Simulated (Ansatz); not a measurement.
Cells of WC relaxed with PBEsol (plane waves to 420 eV, PAW, scalar-relativistic; Ansatz, an electronic-structure program), each with a space-group label. One label is wrong.

**A**, labelled Cmcm (No. 63)
```
CELL_PARAMETERS angstrom
     -1.43146     1.43146     5.01827
      1.43146    -1.43146     5.01827
      1.43146     1.43146    -5.01827
ATOMIC_POSITIONS crystal
  W  0.99929 0.99929 0.00000
  W  0.74929 0.24929 0.50000
  C  0.41671 0.41671 0.00000
  C  0.16671 0.66671 0.50000
```

**B**, labelled P6₃/mmc (No. 194)
```yaml
crystal:
  lattice:
    - [2.89275, 0.00000, 0.00000]
    - [-1.44637, 2.50519, 0.00000]
    - [0.00000, 0.00000, 5.71662]
  atoms:
    - { symbol: W, position: [0.00000, 0.00000, 0.00000] }
    - { symbol: W, position: [0.00000, 0.00000, 0.50000] }
    - { symbol: C, position: [0.66667, 0.33333, 0.25000] }
    - { symbol: C, position: [0.33333, 0.66667, 0.75000] }
```

**C**, labelled Fm-3m (No. 225)
```xyz
2
Lattice="0.0000 2.1726 2.1726 2.1726 0.0000 2.1726 2.1726 2.1726 0.0000" Properties=species:S:1:pos:R:3 pbc="T T T"
C      0.0000     0.0000     0.0000
W      2.1726     2.1726     2.1726
```

Q: Which label is wrong, and what should it be (tolerance 0.01 Å)?

A: A: its symmetry is I4₁md (No. 109), tI8; a = b = 2.863 Å, c = 10.037 Å, α = β = γ = 90.00°.

Each run could gain symmetry but not lose that of its start, so entries can be saddle points. All of these are generated cells (placed on structure types, drawn at random, substituted or restacked) that were not matched to a known phase here.

No spin polarisation in the result.
